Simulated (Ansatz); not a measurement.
Polymorphs of BP, each relaxed with the program Ansatz at the PBE+D3(BJ) level (PAW):

A: Pnma
a = 6.204 Å, b = 3.214 Å, c = 5.363 Å, α = β = γ = 90.00°

```json
[
 {"atom": "B", "site": "4c", "symmetry": ".m.", "x": "0.1628", "y": "0.2500", "z": "0.3995"},
 {"atom": "P", "site": "4c", "symmetry": ".m.", "x": "0.3379", "y": "0.2500", "z": "0.1072"}
]
```

B: P6_222
a = 3.2469 Å, b = 3.2469 Å, c = 6.9238 Å, α = 90.00°, β = 90.00°, γ = 120.00°

```tsv
atom	site	symmetry	x	y	z
B	3d	222	0.5000	0.0000	0.5000
P	3c	222	0.5000	0.0000	0.0000
```

Question: Order them by energy per atom at 0 K (lowest first) at the level PBE+D3(BJ).

Answer: A (+0 meV/atom), B (+154 meV/atom)

Question: Give each one's gap.

Answer: A 0.68 eV; B no gap.

Typed or built starts, not in the databases checked: A; B. Not the usual ambient phase: A; B. All cells were relaxed under the symmetry of their starts (and spin orders); stability against distortions was not tested throughout.

Energies hold the estimated change up to a 700 eV cutoff; steps of a few meV lie near the error of the meshes.

Potentials: the earlier of the program's two PAW sets.
